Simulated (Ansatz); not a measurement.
I (bcc (W type), Im-3m), a = 4.126 Å, b = 4.126 Å, c = 4.126 Å, α = 90.00°, β = 90.00°, γ = 90.00°; the cell used has 1 atom.

Relaxed with r²SCAN+D4.

Question: Which orbitals make up the states near the Fermi level in r²SCAN+D4 (plane waves, PAW; program Ansatz)?

Answer: Within 0.5 eV of the Fermi level: I 5p 99 %. Projections are on Löwdin-orthogonalised atomic valence shells; empty p or d shells of many metals are not among them.

Question: Tabulate the density of states.

Answer: States/eV per cell of 1 atom, in 0.25 eV bins, energy from the Fermi level.

```tsv
E (eV)	total	I 5p	I 5s
-7.85	0.00	0.00	0.00
-7.60	0.00	0.00	0.00
-7.35	0.00	0.00	0.00
-7.10	0.00	0.00	0.00
-6.85	0.00	0.00	0.00
-6.60	0.00	0.00	0.00
-6.35	0.00	0.00	0.00
-6.10	0.00	0.00	0.00
-5.85	0.00	0.00	0.00
-5.60	0.00	0.00	0.00
-5.35	0.00	0.00	0.00
-5.10	0.00	0.00	0.00
-4.85	0.00	0.00	0.00
-4.60	0.32	0.32	0.00
-4.35	0.70	0.69	0.00
-4.10	1.09	1.08	0.01
-3.85	1.68	1.66	0.02
-3.60	1.13	1.10	0.02
-3.35	0.83	0.81	0.02
-3.10	0.77	0.75	0.02
-2.85	0.79	0.77	0.02
-2.60	0.97	0.95	0.01
-2.35	1.00	0.98	0.01
-2.10	1.03	1.02	0.01
-1.85	1.08	1.06	0.01
-1.60	1.12	1.10	0.01
-1.35	1.18	1.16	0.01
-1.10	1.26	1.24	0.01
-0.85	1.23	1.21	0.01
-0.60	1.13	1.11	0.01
-0.35	1.24	1.22	0.01
-0.10	1.70	1.68	0.01
0.15	1.78	1.77	0.00
0.40	1.26	1.25	0.00
0.65	0.63	0.63	0.00
0.90	0.07	0.07	0.00
1.15	0.00	0.00	0.00
1.40	0.00	0.00	0.00
1.65	0.00	0.00	0.00
1.90	0.00	0.00	0.00
2.15	0.00	0.00	0.00
2.40	0.00	0.00	0.00
2.65	0.00	0.00	0.00
2.90	0.00	0.00	0.00
3.15	0.00	0.00	0.00
3.40	0.00	0.00	0.00
3.65	0.00	0.00	0.00
3.90	0.00	0.00	0.00
4.15	0.00	0.00	0.00
4.40	0.00	0.00	0.00
4.65	0.00	0.00	0.00
4.90	0.01	0.00	0.00
```

The cell is a constructed one: a structure type filled with these elements; the Crystallography Open Database copy checked does not list it. It is not the phase usual at ambient conditions (space group No. 64). Symmetry was held in the r²SCAN+D4 relaxation. At this level the phase is mechanically unstable. With an odd number of electrons in the cell and no spin polarisation, the count alone makes it a metal. Scalar-relativistic: spin–orbit coupling is off unless named, which matters more the heavier the elements.

Potentials: the later of the program's two PAW sets.
